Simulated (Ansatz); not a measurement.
NMR crystallography of ZnS with Cu replacing Zn: given against relaxed positions

Start: a supercell of ZnS (space group P6_3mc) built from a COD entry (the entry's cell lengths or inner coordinates differ somewhat from later room-temperature determinations), with all atoms left at the host's positions.

Space group P3m1 (No. 156); a = 7.6240, c = 18.6900 Å, γ = 120.00°.

```csv
site,Wyckoff,site symmetry,x,y,z
Zn1,3d,.m.,0.6667,0.8333,0.0000
Zn2,1c,3m.,0.6667,0.3333,0.0000
Zn5,3d,.m.,0.6667,0.8333,0.5000
Zn6,1c,3m.,0.6667,0.3333,0.5000
Zn9,3d,.m.,0.8333,0.1667,0.1667
Zn12,1b,3m.,0.3333,0.6667,0.1667
Zn13,1a,3m.,0.0000,0.0000,0.6667
Zn14,3d,.m.,0.0000,0.5000,0.6667
Cu,1a,3m.,0.0000,0.0000,0.3333
Zn18,3d,.m.,0.0000,0.5000,0.3333
Zn21,3d,.m.,0.8333,0.1667,0.8333
Zn24,1b,3m.,0.3333,0.6667,0.8333
S25,3d,.m.,0.6667,0.8333,0.1250
S26,1c,3m.,0.6667,0.3333,0.1250
S29,3d,.m.,0.6667,0.8333,0.6250
S30,1c,3m.,0.6667,0.3333,0.6250
S33,3d,.m.,0.8333,0.1667,0.2917
S36,1b,3m.,0.3333,0.6667,0.2917
S37,1a,3m.,0.0000,0.0000,0.7917
S38,3d,.m.,0.0000,0.5000,0.7917
S41,1a,3m.,0.0000,0.0000,0.4583
S42,3d,.m.,0.0000,0.5000,0.4583
S45,3d,.m.,0.8333,0.1667,0.9583
S48,1b,3m.,0.3333,0.6667,0.9583
```

One atom of each set is listed.

All values are calculated (Ansatz; DFT, PBE, plane waves and PAW, scalar-relativistic, 420 eV cutoff, Γ-centred 3×3×1 k-points, Fermi–Dirac smearing 0.01 eV, cell charge -1), not measured.

The largest force at the start is 0.57 eV/Å. Relaxing the ions at fixed cell moves them by 0.076 Å at most (atom 11, Zn) and 0.036 Å rms.

```
site  moved (Å)                   first shell before                    first shell after  V_zz before (10²¹ V/m²)  η before
 Zn2      0.025                   4 S at 2.33–2.34 Å                   4 S at 2.31–2.35 Å                    -1.19      0.00
 Zn5      0.058                   4 S at 2.33–2.34 Å                   4 S at 2.30–2.38 Å                    -1.22      0.85
 Zn9      0.076                   4 S at 2.33–2.34 Å                   4 S at 2.29–2.36 Å                    -1.42      0.28
Zn12      0.043                   4 S at 2.33–2.34 Å                   4 S at 2.31–2.35 Å                    -0.57      0.00
  Cu      0.004                   4 S at 2.33–2.34 Å                   4 S at 2.29–2.30 Å                     0.99      0.00
Zn18      0.068                   4 S at 2.33–2.34 Å                   4 S at 2.31–2.37 Å                     1.46      0.36
 S26      0.001                  4 Zn at 2.33–2.34 Å                  4 Zn at 2.31–2.35 Å                     0.98      0.00
 S33      0.049  3 Zn at 2.33–2.34 Å, 1 Cu at 2.33 Å  3 Zn at 2.29–2.31 Å, 1 Cu at 2.29 Å                    -4.11      0.44
 S36      0.020                  4 Zn at 2.33–2.34 Å                  4 Zn at 2.31–2.35 Å                     1.59      0.00
 S41      0.034       3 Zn at 2.33 Å, 1 Cu at 2.34 Å       1 Cu at 2.30 Å, 3 Zn at 2.30 Å                    -3.31      0.00
 S42      0.015                  4 Zn at 2.33–2.34 Å                  4 Zn at 2.33–2.37 Å                     0.60      0.36
 S45      0.005                  4 Zn at 2.33–2.34 Å                  4 Zn at 2.33–2.35 Å                     0.15      0.80
```

Problem. What are V_zz and η after the relaxation?

Solution. 

| site | V_zz after | η after | change of V_zz |
| --- | --- | --- | --- |
| Zn2 | -1.46 | 0.00 | -0.27 |
| Zn5 | -2.01 | 0.89 | -0.79 |
| Zn9 | -2.57 | 0.18 | -1.15 |
| Zn12 | -1.25 | 0.00 | -0.68 |
| Cu | 0.58 | 0.00 | -0.41 |
| Zn18 | 2.38 | 0.83 | +0.92 |
| S26 | 1.38 | 0.00 | +0.40 |
| S33 | -3.08 | 0.34 | +1.03 |
| S36 | 0.81 | 0.00 | -0.78 |
| S41 | -3.27 | 0.00 | +0.04 |
| S42 | -0.75 | 0.27 | – |
| S45 | 0.41 | 0.05 | +0.26 |

The largest change of V_zz along a kept axis is on Zn9, from -1.42 to -2.57. In per cent, |V_zz| changes by +23 to +119 on Zn, -41 on Cu, -49 to +41 on S (all sites that start above 0.5, bar those whose gradient vanishes or changes sign or whose main axis turns by over 40°). Where |V_zz| stays above 0.1 and the axes keep their order, η moves most on S45, from 0.80 to 0.05. On S42 the largest principal value lies along another axis in the second run, so the two V_zz can't be compared directly. The table leaves out 12 of the 24 sites, with |V_zz| up to 1.65; their tensors move by 0.79 at most along any direction. The statements above cover all sites. The host's own positions weren't relaxed first, so part of the change far from the defect can be the host's relaxation.

The defect repeats with the cell of 48 atoms, so it feels its images: sites between two images don't show the values beside a lone defect, and zeros or small values of η there can come from the images' arrangement. S and Zn carry a gradient in the pure host already, so the values there aren't the defect's effect alone. A uniform background compensates the cell's charge.
Before: With a gap of 0.5 eV on this mesh, small gradients can still move by 0.1 × 10²¹ V/m² or more as the k-mesh gets denser. The neighbours have not yet relaxed around the defect (largest force 0.57 eV/Å), so a real crystal will differ.
After: The relaxation keeps the site symmetry 3m of the start, so the impurity can move only along its axis; a start off the site could end lower. With a gap of 0.9 eV on this mesh, small gradients can still move by 0.1 × 10²¹ V/m² or more as the k-mesh gets denser.
